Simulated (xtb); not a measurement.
xtb single point, GFN2-xTB, ALPB implicit acetonitrile, on aluminate, AlH4O4 (SMILES [OH][Al-]([OH])([OH])[OH]), charge -1, multiplicity 1.

```
xtb m.xyz --gfn 2 --chrg -1 --uhf 0 --norestart --sp --alpb acetonitrile

9

O     -0.214962     1.484975     1.052314
Al     0.003084     0.122285    -0.023281
O     -1.450196    -0.014294    -0.986803
O      1.450619     0.422747    -0.958311
O      0.225027    -1.404662     0.801073
H     -1.047385     1.576357     1.494792
H     -1.588613    -0.801588    -1.494792
H      1.588613     1.287739    -1.318474
H      1.055877    -1.576357     1.221832
```

The program's output:

```

          ...................................................
          :                      SETUP                      :
          :.................................................:
          :  # basis functions                  30          :
          :  # atomic orbitals                  29          :
          :  # shells                           15          :
          :  # electrons                        32          :
          :  max. iterations                   250          :
          :  Hamiltonian                  GFN2-xTB          :
          :  restarted?                      false          :
          :  GBSA solvation                   true          :
          :  PC potential                    false          :
          :  electronic temp.          300.0000000     K    :
          :  accuracy                    1.0000000          :
          :  -> integral cutoff          0.2500000E+02      :
          :  -> integral neglect         0.1000000E-07      :
          :  -> SCF convergence          0.1000000E-05 Eh   :
          :  -> wf. convergence          0.1000000E-03 e    :
          :  Broyden damping             0.4000000          :
          :  net charge                         -1          :
          :  unpaired electrons                  0          :
          ...................................................

 iter      E             dE          RMSdq      gap      omega  full diag
   1    -19.9775279 -0.199775E+02  0.732E+00   11.27       0.0  T
   2    -20.0037681 -0.262402E-01  0.393E+00   10.56       1.0  T
   3    -20.0082724 -0.450433E-02  0.115E+00    9.12       1.0  T
   4    -20.0153968 -0.712440E-02  0.601E-01    9.44       1.0  T
   5    -20.0155504 -0.153630E-03  0.217E-01    9.77       1.0  T
   6    -20.0160264 -0.475925E-03  0.102E-01    9.60       1.0  T
   7    -20.0161035 -0.770868E-04  0.261E-02    9.64       1.3  T
   8    -20.0161106 -0.711940E-05  0.302E-03    9.65      11.0  T
   9    -20.0161105  0.460700E-07  0.234E-03    9.65      14.2  T
  10    -20.0161106 -0.515233E-07  0.688E-04    9.65      48.5  T
  11    -20.0161106 -0.454761E-08  0.736E-05    9.65     453.0  T

   *** convergence criteria satisfied after 11 iterations ***

         #    Occupation            Energy/Eh            Energy/eV
      -------------------------------------------------------------
         1        2.0000           -0.6151941             -16.7403
       ...           ...                  ...                  ...
        10        2.0000           -0.3995082             -10.8712
        11        2.0000           -0.3973331             -10.8120
        12        2.0000           -0.3843532             -10.4588
        13        2.0000           -0.3842509             -10.4560
        14        2.0000           -0.3820943             -10.3973
        15        2.0000           -0.3737211             -10.1695
        16        2.0000           -0.3736911             -10.1687 (HOMO)
        17                         -0.0190175              -0.5175 (LUMO)
        18                          0.0822200               2.2373
        19                          0.0905648               2.4644
        20                          0.0908868               2.4732
        21                          0.2004844               5.4555
       ...                                ...                  ...
        29                          0.9643542              26.2414
      -------------------------------------------------------------
                  HL-Gap            0.3546736 Eh            9.6512 eV
             Fermi-level           -0.1963543 Eh           -5.3431 eV


         :::::::::::::::::::::::::::::::::::::::::::::::::::::
         ::                     SUMMARY                     ::
         :::::::::::::::::::::::::::::::::::::::::::::::::::::
         :: total energy             -19.908865157135 Eh    ::
         :: total w/o Gsasa/hb       -19.895318073186 Eh    ::
         :: gradient norm              0.010790010489 Eh/a0 ::
         :: HOMO-LUMO gap              9.651159917510 eV    ::
         ::.................................................::
         :: SCC energy               -20.016104775366 Eh    ::
         :: -> isotropic ES            0.346151275077 Eh    ::
         :: -> anisotropic ES         -0.006053207216 Eh    ::
         :: -> anisotropic XC         -0.000472477925 Eh    ::
         :: -> dispersion             -0.004227869760 Eh    ::
         :: -> Gsolv                  -0.109580883841 Eh    ::
         ::    -> Gelec               -0.096033799892 Eh    ::
         ::    -> Gsasa               -0.011105779534 Eh    ::
         ::    -> Ghb                 -0.007639959167 Eh    ::
         ::    -> Gshift               0.005198654751 Eh    ::
         :: repulsion energy           0.107239618231 Eh    ::
         :: add. restraining           0.000000000000 Eh    ::
         :: total charge              -1.000000000000 e     ::
[... lines cut ...]
        18                          0.0822200               2.2373
        19                          0.0905648               2.4644
        20                          0.0908868               2.4732
        21                          0.2004844               5.4555
        22                          0.2161760               5.8824
        23                          0.2164688               5.8904
        24                          0.2578827               7.0173
        25                          0.2623693               7.1394
        26                          0.3906896              10.6312
        27                          0.8250096              22.4497
       ...                                ...                  ...
        29                          0.9643542              26.2414
      -------------------------------------------------------------
                  HL-Gap            0.3546736 Eh            9.6512 eV
             Fermi-level           -0.1963543 Eh           -5.3431 eV

     #   Z          covCN         q      C6AA      α(0)
     1   8 O        1.540    -0.641    26.247     6.911
     2  13 Al       2.970     0.437    91.878    19.534
     3   8 O        1.540    -0.641    26.242     6.911
     4   8 O        1.540    -0.641    26.246     6.911
     5   8 O        1.540    -0.641    26.245     6.911
     6   1 H        0.816     0.281     0.778     1.385
     7   1 H        0.816     0.281     0.778     1.384
     8   1 H        0.816     0.281     0.778     1.384
     9   1 H        0.816     0.281     0.778     1.384

 Mol. C6AA /au·bohr⁶  :       1085.207812
 Mol. C8AA /au·bohr⁸  :      37430.425125
 Mol. α(0) /au        :         52.715096

Wiberg/Mayer (AO) data.
largest (>0.10) Wiberg bond orders for each atom

 ---------------------------------------------------------------------------
     #   Z sym  total        # sym  WBO       # sym  WBO       # sym  WBO
 ---------------------------------------------------------------------------
     1   8 O    1.983 --     2 Al   0.995     6 H    0.892
     2  13 Al   4.074 --     3 O    0.996     4 O    0.996     5 O    0.996
                             1 O    0.995
     3   8 O    1.983 --     2 Al   0.996     7 H    0.892
     4   8 O    1.983 --     2 Al   0.996     8 H    0.892
     5   8 O    1.983 --     2 Al   0.996     9 H    0.892
     6   1 H    0.921 --     1 O    0.892
     7   1 H    0.921 --     3 O    0.892
     8   1 H    0.921 --     4 O    0.892
     9   1 H    0.921 --     5 O    0.892
 ---------------------------------------------------------------------------


molecular dipole:
                 x           y           z       tot (Debye)
 q only:       -0.006      -0.233       0.039
   full:       -0.006      -0.233       0.039       0.601
molecular quadrupole (traceless):
                xx          xy          yy          xz          yz          zz
 q only:       -0.935       0.013      -1.068       0.027      -0.273       2.003
  q+dip:       -1.101       0.017      -1.248       0.032      -0.326       2.349
   full:       -1.044       0.017      -1.204       0.031      -0.311       2.248

           -------------------------------------------------
          | TOTAL ENERGY              -19.908865157135 Eh   |
          | GRADIENT NORM               0.010790010489 Eh/α |
          | HOMO-LUMO GAP               9.651159917510 eV   |
           -------------------------------------------------
```

The total energy is -541.75 eV, -2.92 eV from the same level's vacuum run.
